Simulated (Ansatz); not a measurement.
Cs$_{2}$As$_{3}$ in space group Fmmm (No. 69; Cs on 8f, Cs on 8h, As on 16n, As on 8i), plane-wave PAW r²SCAN (Ansatz code). The conduction-band minimum lies on the Y–C0 line, 40 % of the way from Y, with 2 equivalent valleys. Second derivatives d²E/dk² of the lowest band at one valley (eV·Å²), along Cartesian directions:

```
direction  d²E/dk²
---------  -------
[100]        2.122
[010]        11.39
[001]        25.41
[110]        6.754
[101]        13.76
[011]        18.39
```

Q: Find the principal effective masses, the density-of-states mass and the conductivity mass.

A: Off-diagonal terms follow from H_xy = H[110] − (H_xx + H_yy)/2, and m*/mₑ = 7.620 eV·Å² over each eigenvalue: 0.30, 0.67, 3.6. One valley's DOS mass (m₁m₂m₃)^(1/3) = 0.90, conductivity mass 3/(Σ 1/mᵢ) = 0.59 mₑ.

Q: What effective density of states Nc follows at 300 K for parabolic valleys?

A: Nc = 2.509e19 × 2 × (0.90)^(3/2) ≈ 4.3e19 cm⁻³.

The workflow started from a Materials Project entry (that database holds measured and hypothetical structures alike); the Crystallography Open Database copy checked does not list it. Its standing as an ambient phase is unchecked. Symmetry was held in the r²SCAN relaxation; its stability against distortions is not shown here. Scalar-relativistic: spin–orbit coupling is off unless named, which matters more the heavier the elements.

Potentials: the later of the program's two PAW sets.

Edges and masses are those of Kohn–Sham bands, whose gap is no quasiparticle gap.
